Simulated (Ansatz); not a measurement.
A relaxation computed with Ansatz, from input to last step.

```yaml
crystal:
  lattice:
    - [5.0797797911, 0.0, 0.0]
    - [-2.5398898956, 4.3992183447, 0.0]
    - [0.0, 0.0, 10.2059504414]
  atoms:
    - { symbol: Ta, position: [0.3333333333, 0.6666666667, 0.0] }
    - { symbol: Ta, position: [0.6666666667, 0.3333333333, 0.5] }
    - { symbol: Ta, position: [0.6666666667, 0.3333333333, 0.0] }
    - { symbol: Ta, position: [0.3333333333, 0.6666666667, 0.5] }
    - { symbol: Ta, position: [0.3247555794, 0.0, 0.25] }
    - { symbol: Ta, position: [0.3247555794, 0.3247555794, 0.75] }
    - { symbol: Ta, position: [0.0, 0.3247555794, 0.25] }
    - { symbol: Ta, position: [0.6752444206, 0.0, 0.75] }
    - { symbol: Ta, position: [0.6752444206, 0.6752444206, 0.25] }
    - { symbol: Ta, position: [0.0, 0.6752444206, 0.75] }
    - { symbol: "N", position: [0.3384166286, 0.0, 0.621053344] }
    - { symbol: "N", position: [0.3384166286, 0.3384166286, 0.121053344] }
    - { symbol: "N", position: [0.0, 0.3384166286, 0.621053344] }
    - { symbol: "N", position: [0.6615833714, 0.0, 0.121053344] }
    - { symbol: "N", position: [0.6615833714, 0.6615833714, 0.621053344] }
    - { symbol: "N", position: [0.0, 0.6615833714, 0.121053344] }
    - { symbol: "N", position: [0.0, 0.6615833714, 0.378946656] }
    - { symbol: "N", position: [0.6615833714, 0.6615833714, 0.878946656] }
    - { symbol: "N", position: [0.6615833714, 0.0, 0.378946656] }
    - { symbol: "N", position: [0.0, 0.3384166286, 0.878946656] }
    - { symbol: "N", position: [0.3384166286, 0.3384166286, 0.378946656] }
    - { symbol: "N", position: [0.3384166286, 0.0, 0.878946656] }
basis:
  ecutwfc: 500
kpoints:
  mp_grid: { grid: [12, 12, 4] }
hamiltonian:
  xc: r2scan
scf:
  occupations: { method: gaussian, width: 0.1 }
output:
  forces: true
  stress: true
  eigenvalues: true
relax:
  adjacent_minimum: "off"
  f_tol: 0.01
  max_steps: 30
  cell: { stress_tol: 0.1, fix: [volume] }
```

```bash
ansatz run input.yaml --threads 4 --pin off --max-ram 10240MiB --backend cpu --events-out ev --progress --plain --runs-dir out
```

Theory: Ansatz, DFT r2SCAN, scalar-relativistic, plane waves, PAW.

The volume is held at 0.94 times that of the relaxed cell.

Of 5 frames 4 are shown, positions in Å and forces in eV/Å; the SCF threshold varies from step to step. Steps run on the plane waves of an earlier cell, with a Pulay correction in the pressure. The basis is chosen afresh for the last frame, the zero of the energies, and at times for earlier ones too; energy and pressure can step there, also at an unchanged geometry. Where two frames share a geometry here, they differ by under 2 meV/atom and 0.3 GPa.

```xyz
22
Lattice="5.0798 0.0000 0.0000 -2.5399 4.3992 0.0000 0.0000 0.0000 10.2059" Properties=species:S:1:pos:R:3:forces:R:3 pbc="T T T" step=1 free_energy_over_end_meV_per_atom=1.13 pressure_GPa=22.93
Ta    0.0000    2.9328    0.0000    0.0000    0.0000    0.0000
Ta    2.5399    1.4664    5.1030    0.0000    0.0000    0.0000
Ta    2.5399    1.4664    0.0000    0.0000    0.0000    0.0000
Ta    0.0000    2.9328    5.1030    0.0000    0.0000    0.0000
Ta    1.6497    0.0000    2.5515    0.0203    0.0000    0.0000
Ta    0.8248    1.4287    7.6545    0.0101    0.0176    0.0000
Ta   -0.8248    1.4287    2.5515   -0.0101    0.0176    0.0000
Ta    3.4301    0.0000    7.6545   -0.0203    0.0000    0.0000
Ta    1.7150    2.9705    2.5515   -0.0101   -0.0176    0.0000
Ta   -1.7150    2.9705    7.6545    0.0101   -0.0176    0.0000
N     1.7191    0.0000    6.3384   -0.2463    0.0000   -0.0672
N     0.8595    1.4888    1.2355   -0.1231   -0.2133   -0.0672
N    -0.8595    1.4888    6.3384    0.1231   -0.2133   -0.0672
N     3.3607    0.0000    1.2355    0.2463    0.0000   -0.0672
N     1.6803    2.9104    6.3384    0.1231    0.2133   -0.0672
N    -1.6803    2.9104    1.2355   -0.1231    0.2133   -0.0672
N    -1.6803    2.9104    3.8675   -0.1231    0.2133    0.0672
N     1.6803    2.9104    8.9705    0.1231    0.2133    0.0672
N     3.3607    0.0000    3.8675    0.2463    0.0000    0.0672
N    -0.8595    1.4888    8.9705    0.1231   -0.2133    0.0672
N     0.8595    1.4888    3.8675   -0.1231   -0.2133    0.0672
N     1.7191    0.0000    8.9705   -0.2463    0.0000    0.0672
22
Lattice="5.0773 0.0000 0.0000 -2.5387 4.3971 0.0000 0.0000 0.0000 10.2157" Properties=species:S:1:pos:R:3:forces:R:3 pbc="T T T" step=2 free_energy_over_end_meV_per_atom=0.36 pressure_GPa=21.47
Ta    0.0000    2.9314    0.0000    0.0000    0.0000    0.0000
Ta    2.5387    1.4657    5.1079    0.0000    0.0000    0.0000
Ta    2.5387    1.4657    0.0000    0.0000    0.0000    0.0000
Ta    0.0000    2.9314    5.1079    0.0000    0.0000    0.0000
Ta    1.6614    0.0000    2.5539   -0.2682    0.0000    0.0000
Ta    0.8307    1.4388    7.6618   -0.1341   -0.2322    0.0000
Ta   -0.8307    1.4388    2.5539    0.1341   -0.2322    0.0000
Ta    3.4159    0.0000    7.6618    0.2682    0.0000    0.0000
Ta    1.7080    2.9583    2.5539    0.1341    0.2322    0.0000
Ta   -1.7080    2.9583    7.6618   -0.1341    0.2322    0.0000
N     1.6989    0.0000    6.3377    0.0253    0.0000    0.0452
N     0.8495    1.4713    1.2299    0.0127    0.0219    0.0452
N    -0.8495    1.4713    6.3377   -0.0127    0.0219    0.0452
N     3.3784    0.0000    1.2299   -0.0253    0.0000    0.0452
N     1.6892    2.9258    6.3377   -0.0127   -0.0219    0.0452
N    -1.6892    2.9258    1.2299    0.0127   -0.0219    0.0452
N    -1.6892    2.9258    3.8780    0.0127   -0.0219   -0.0452
N     1.6892    2.9258    8.9859   -0.0127   -0.0219   -0.0452
N     3.3784    0.0000    3.8780   -0.0253    0.0000   -0.0452
N    -0.8495    1.4713    8.9859   -0.0127    0.0219   -0.0452
N     0.8495    1.4713    3.8780    0.0127    0.0219   -0.0452
N     1.6989    0.0000    8.9859    0.0253    0.0000   -0.0452
22
Lattice="5.0800 0.0000 0.0000 -2.5400 4.3994 0.0000 0.0000 0.0000 10.2052" Properties=species:S:1:pos:R:3:forces:R:3 pbc="T T T" step=3 free_energy_over_end_meV_per_atom=0.01 pressure_GPa=21.77
Ta    0.0000    2.9329    0.0000    0.0000    0.0000    0.0000
Ta    2.5400    1.4665    5.1026    0.0000    0.0000    0.0000
Ta    2.5400    1.4665    0.0000    0.0000    0.0000    0.0000
Ta    0.0000    2.9329    5.1026    0.0000    0.0000    0.0000
Ta    1.6533    0.0000    2.5513    0.0460    0.0000    0.0000
Ta    0.8267    1.4318    7.6539    0.0230    0.0399    0.0000
Ta   -0.8267    1.4318    2.5513   -0.0230    0.0399    0.0000
Ta    3.4267    0.0000    7.6539   -0.0460    0.0000    0.0000
Ta    1.7133    2.9676    2.5513   -0.0230   -0.0399    0.0000
Ta   -1.7133    2.9676    7.6539    0.0230   -0.0399    0.0000
N     1.7033    0.0000    6.3329    0.0160    0.0000   -0.0037
N     0.8517    1.4751    1.2303    0.0080    0.0139   -0.0037
N    -0.8517    1.4751    6.3329   -0.0080    0.0139   -0.0037
N     3.3766    0.0000    1.2303   -0.0160    0.0000   -0.0037
N     1.6883    2.9243    6.3329   -0.0080   -0.0139   -0.0037
N    -1.6883    2.9243    1.2303    0.0080   -0.0139   -0.0037
N    -1.6883    2.9243    3.8722    0.0080   -0.0139    0.0037
N     1.6883    2.9243    8.9748   -0.0080   -0.0139    0.0037
N     3.3766    0.0000    3.8722   -0.0160    0.0000    0.0037
N    -0.8517    1.4751    8.9748   -0.0080    0.0139    0.0037
N     0.8517    1.4751    3.8722    0.0080    0.0139    0.0037
N     1.7033    0.0000    8.9748    0.0160    0.0000    0.0037
22
Lattice="5.0798 0.0000 0.0000 -2.5399 4.3993 0.0000 0.0000 0.0000 10.2057" Properties=species:S:1:pos:R:3:forces:R:3 pbc="T T T" step=5 free_energy_over_end_meV_per_atom=0.00 pressure_GPa=21.80
Ta    0.0000    2.9328    0.0000    0.0000    0.0000    0.0000
Ta    2.5399    1.4664    5.1029    0.0000    0.0000    0.0000
Ta    2.5399    1.4664    0.0000    0.0000    0.0000    0.0000
Ta    0.0000    2.9328    5.1029    0.0000    0.0000    0.0000
Ta    1.6543    0.0000    2.5514    0.0002    0.0000    0.0000
Ta    0.8272    1.4327    7.6543    0.0001    0.0002    0.0000
Ta   -0.8272    1.4327    2.5514   -0.0001    0.0002    0.0000
Ta    3.4255    0.0000    7.6543   -0.0002    0.0000    0.0000
Ta    1.7128    2.9666    2.5514   -0.0001   -0.0002    0.0000
Ta   -1.7128    2.9666    7.6543    0.0001   -0.0002    0.0000
N     1.7038    0.0000    6.3333    0.0012    0.0000   -0.0005
N     0.8519    1.4755    1.2304    0.0006    0.0010   -0.0005
N    -0.8519    1.4755    6.3333   -0.0006    0.0010   -0.0005
N     3.3761    0.0000    1.2304   -0.0012    0.0000   -0.0005
N     1.6880    2.9238    6.3333   -0.0006   -0.0010   -0.0005
N    -1.6880    2.9238    1.2304    0.0006   -0.0010   -0.0005
N    -1.6880    2.9238    3.8724    0.0006   -0.0010    0.0005
N     1.6880    2.9238    8.9753   -0.0006   -0.0010    0.0005
N     3.3761    0.0000    3.8724   -0.0012    0.0000    0.0005
N    -0.8519    1.4755    8.9753   -0.0006    0.0010    0.0005
N     0.8519    1.4755    3.8724    0.0006    0.0010    0.0005
N     1.7038    0.0000    8.9753    0.0012    0.0000    0.0005
```

It took 120 s on 4 threads of Intel(R) Xeon(R) 6975P-C (Granite Rapids) (shared host), peak memory 2.4 GiB.

Spin–orbit coupling is left out, which can shift energies with elements as heavy as these.